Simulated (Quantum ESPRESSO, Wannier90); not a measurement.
## LiAl3 (Cu3Au type): Wannier90 run

```xyz
4
Lattice="3.9958 0.0000 0.0000 0.0000 3.9958 0.0000 0.0000 0.0000 3.9958" Properties=species:S:1:pos:R:3 pbc="T T T"
Li     0.0000     0.0000     0.0000
Al     1.9979     1.9979     0.0000
Al     0.0000     1.9979     1.9979
Al     1.9979     0.0000     1.9979
```

Materials Project entry mp-10890; symmetrised, unrelaxed at this level. Not found in the COD (Crystallography Open Database) copy used; not checked further. Level: PBEsol, no spin polarisation, no spin-orbit coupling; pw.x of Quantum ESPRESSO at 60 Ry with PseudoDojo potentials, 8×8×8 k-points, Wannier90. Density: 10×10×10 mesh, cold smearing 0.01 Ry.

A tight-binding model is made by disentanglement and projection with no localisation steps (num_iter = 0), so the 16 orbitals stay atom-like: hydrogen-like Li: s;p; Al: s;p, axes along x, y, z; frozen window up to 1.50 eV relative to the Fermi level. It follows pw.x to 8.9 meV rms for states up to 1.0 eV relative to the Fermi level. Matrix elements depend on this choice of orbitals and windows.

Which pairs of orbitals on different sites are coupled most strongly? Give distance, modulus and how many such pairs a cell has.


| orbital | orbital | distance of the centres (Å) | modulus (eV) | pairs |
|---|---|---|---|---|
| Al px | Al py | 2.82 | 1.41 | 4 |
| Al px | Al pz | 2.82 | 1.41 | 4 |
| Al py | Al pz | 2.82 | 1.41 | 4 |
| Al px | Al pz | 2.82 | 1.36 | 4 |
| Al py | Al pz | 2.82 | 1.36 | 4 |
| Al px | Al py | 2.82 | 1.36 | 4 |
| Al px | Li pz | 2.82 | 1.28 | 4 |
| Al py | Li pz | 2.83 | 1.28 | 4 |
| Al pz | Li py | 2.83 | 1.28 | 4 |
| Al px | Li py | 2.82 | 1.28 | 4 |
| Al pz | Li px | 2.83 | 1.28 | 4 |
| Al py | Li px | 2.83 | 1.28 | 4 |
| Al px | Al s | 2.82 | 1.06 | 16 |
| Al py | Al s | 2.82 | 1.06 | 16 |
| Al pz | Al s | 2.82 | 1.06 | 16 |
| Al pz | Al pz | 2.83 | 1.02 | 8 |
| Al px | Al px | 2.83 | 1.02 | 8 |
| Al py | Al py | 2.83 | 1.02 | 8 |
| Al px | Li s | 2.83 | 0.99 | 8 |
| Al py | Li s | 2.83 | 0.99 | 8 |
| Al pz | Li s | 2.83 | 0.99 | 8 |
| Al s | Li py | 2.83 | 0.97 | 8 |
| Al s | Li px | 2.83 | 0.97 | 8 |
| Al s | Li pz | 2.83 | 0.97 | 8 |
| Al px | Li px | 2.83 | 0.97 | 8 |
| Al py | Li py | 2.83 | 0.97 | 8 |
| Al pz | Li pz | 2.83 | 0.97 | 8 |
| Al s | Al s | 2.83 | 0.64 | 12 |
| Al s | Li s | 2.83 | 0.59 | 12 |
| Li py | Li pz | 5.65 | 0.32 | 4 |
